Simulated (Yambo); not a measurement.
SrCl2 (fluorite, space group Fm-3m, No. 225), G0W0@LDA in Yambo with this input:

```
rim_cut
gw0
dyson
el_el_corr
HF_and_locXC
ppa
em1d
RandQpts= 1000000
RandGvec= 1 Ry
EXXRLvcs= 68 Ry
VXCRLvcs= 272 Ry
Chimod= "HARTREE"
% BndsRnXp
 1 | 152 |
%
NGsBlkXp= 8 Ry
% LongDrXp
 1.0 | 1.0 | 1.0 |
%
PPAPntXp= 27.2114 eV
% GbndRnge
 1 | 152 |
%
GTermKind= "BG"
DysSolver= "n"
ExtendOut
```

On a 4×4×4 mesh, with wavefunctions cut at 68 Ry, the gap (X → X) is 7.995 eV and the valence edge shifts by -1.763 eV.

**Question.** What happens with this change: 7 Ry block?

**Answer.** The gap falls by 0.038 eV, to 7.957 eV; the shift of the valence edge becomes -1.721 eV. Neither run is shown to be the converged limit. In the run with 152 bands and a 8 Ry block, which covers more k points, the smallest G0W0 gap is 7.82 eV, X → Γ.

Geometry relaxed with LDA; primitive cell a = b = c = 4.8076 Å, α = β = γ = 60.00°.

A shift is the quasiparticle energy of the state minus its LDA energy.
